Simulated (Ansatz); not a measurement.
TiSi2 in space group Cmcm (No. 63; Ti on 4c, Si on 4c, Si on 4c), r²SCAN in the plane-wave PAW code Ansatz, all energies at zero smearing, with the estimated change up to a 700 eV cutoff added, with one set of potentials and settings (totals compare only within such a set). Cell of 6 atoms (2 Ti, 4 Si): -7568.323 eV.

```
element              reference phase  E (eV/atom)
-------  ---------------------------  -----------
Ti       P6/mmm, 3 atoms in the cell   -2504.3941
Si        Fd-3m, 2 atoms in the cell    -639.0665
```

Formation energy per atom, worked out: (-7568.323 − 2×(-2504.3941) − 4×(-639.0665))/6 = -0.545 eV/atom (-53 kJ per mol of atoms), at 0 K, without zero-point energy or fitted corrections.

The r²SCAN relaxation kept the symmetry of its start. No spin polarisation was allowed. The references are the lowest solids computed at this level, not always the standard phases.

Potentials: the earlier of the program's two PAW sets.
